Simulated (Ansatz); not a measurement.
YMg₅: what symmetry allows forces and stress to be

```xyz
6
Lattice="5.5896 0.0000 0.0000 -2.7948 4.8408 0.0000 0.0000 0.0000 5.4864" Properties=species:S:1:pos:R:3 pbc="T T T"
Y     0.0000    0.0000    2.7432
Mg   -1.8530    3.2095    0.0000
Mg    3.7060    0.0000    0.0000
Mg    0.9418    1.6313    0.0000
Mg    2.7948    1.6136    2.7432
Mg    0.0000    3.2272    2.7432
```

These are results of Ansatz 0.2.0, DFT PBEsol, scalar-relativistic, plane waves, PAW, not measurements.

Plane waves to 420 eV, a k mesh through Γ of 9×9×8 on the computed 6-atom cell and Gaussian smearing (0.10 eV); no spin polarisation.

This distorted cell has space group P-62m, with 12 operations.

Question: Without a calculation: in which directions can each atom feel a force?

Answer: A force must be left unchanged by every operation that keeps its atom in place, so it lies in the space that those operations leave fixed. Atoms that the group maps onto each other feel forces of one size.
```json
{"atom": "Y1", "site symmetry": "-62m", "operations at the site": "12", "equivalent to atom": "1", "allowed force (Cartesian)": "none"}
{"atom": "Mg2", "site symmetry": "m2m", "operations at the site": "4", "equivalent to atom": "2", "allowed force (Cartesian)": "along (-0.50, 0.87, 0.00)"}
{"atom": "Mg3", "site symmetry": "m2m", "operations at the site": "4", "equivalent to atom": "2", "allowed force (Cartesian)": "along (1.00, 0.00, 0.00)"}
{"atom": "Mg4", "site symmetry": "m2m", "operations at the site": "4", "equivalent to atom": "2", "allowed force (Cartesian)": "along (0.50, 0.87, 0.00)"}
{"atom": "Mg5", "site symmetry": "-6..", "operations at the site": "6", "equivalent to atom": "5", "allowed force (Cartesian)": "none"}
{"atom": "Mg6", "site symmetry": "-6..", "operations at the site": "6", "equivalent to atom": "5", "allowed force (Cartesian)": "none"}
```

That leaves 1 independent force component of 18. A relaxation in this cell that keeps the symmetry moves the atoms in these directions alone.

Question: And the stress tensor?

Answer: It must be invariant under the point group, which leaves 2 independent components: yz, xz, xy vanish; xx = yy.

Question: Do the computed values obey this?

Answer: Yes. Forces (eV/Å):
```
Y1   0.000  0.000  0.000
Mg2  0.080 -0.139  0.000
Mg3 -0.160  0.000  0.000
Mg4  0.080  0.139  0.000
Mg5  0.000  0.000  0.000
Mg6  0.000  0.000  0.000
```

Stress (GPa, compression positive, xx yy zz yz xz xy): 0.49 0.49 -3.57 0.00 0.00 0.00. The program imposes the same operations on density, forces and stress, so this confirms the analysis and is no independent test of the calculation.